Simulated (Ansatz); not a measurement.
Relaxed-ion elastic tensor of BiB (rock salt, space group No. 225) in GPa (Voigt order), the program Ansatz at the PBE level (PAW); density 9.94 g/cm³, 18.37 Å³ per atom.

```
 156  43.7  43.7   0.0   0.0   0.0
43.7   156  43.7   0.0   0.0   0.0
43.7  43.7   156   0.0   0.0   0.0
 0.0   0.0   0.0  37.2   0.0   0.0
 0.0   0.0   0.0   0.0  37.2   0.0
 0.0   0.0   0.0   0.0   0.0  37.2
```

Q: Is the crystal mechanically stable?

A: Yes: the smallest eigenvalue of C is 37.2 GPa.

Q: Work out the Voigt, Reuss and Hill averages.

A: K_V = 81.2, K_R = 81.2, K_H = 81.2; G_V = 44.8, G_R = 43.0, G_H = 43.9 GPa.

Q: Give Young's modulus, Poisson's ratio, Pugh's ratio and the universal anisotropy index.

A: E = 9KG/(3K + G) = 112 GPa; ν = 0.27; K/G = 1.85 (near the Pugh limit of 1.75, no verdict); A_U = 5G_V/G_R + K_V/K_R − 6 = 0.21.

Q: Estimate the sound speeds and the Debye temperature.

A: v_l = √((K + 4G/3)/ρ) = 3750 m/s, v_t = √(G/ρ) = 2100 m/s, mean 2340 m/s; Θ = (h/k)(3n/4πV)^(1/3) v_m = 264 K.

Q: Give the Zener ratio and Young's modulus along [100], [110] and [111].

A: A = 2C44/(C11 − C12) = 0.66; 1/E = S11 − 2(S11 − S12 − S44/2)Γ with Γ = 0, 1/4, 1/3 gives 137, 105, 96.9 GPa.

Q: Solve the Christoffel equation for the three sound speeds along [100], [110], [111].

A: Eigenvalues of C_ijkl n_j n_l equal ρv². In km/s, slowest first: [100] 1.94, 1.94, 3.96; [110] 1.94, 2.38, 3.72; [111] 2.24, 2.24, 3.63.

Space group Fm-3m (rock salt). The cell is a constructed one: a structure type filled with these elements; neither database checked (COD, Materials Project) lists it. Its standing as an ambient phase is unchecked. The cell was relaxed with PBE under the symmetry of its start; phonons on a q-mesh show no instability. As this level gives no gap, shear constants depend on the k-mesh and smearing (Fermi–Dirac, 0.1 eV here). Spin–orbit coupling is left out wherever it is not named.

Potentials: the later of the program's two PAW sets.
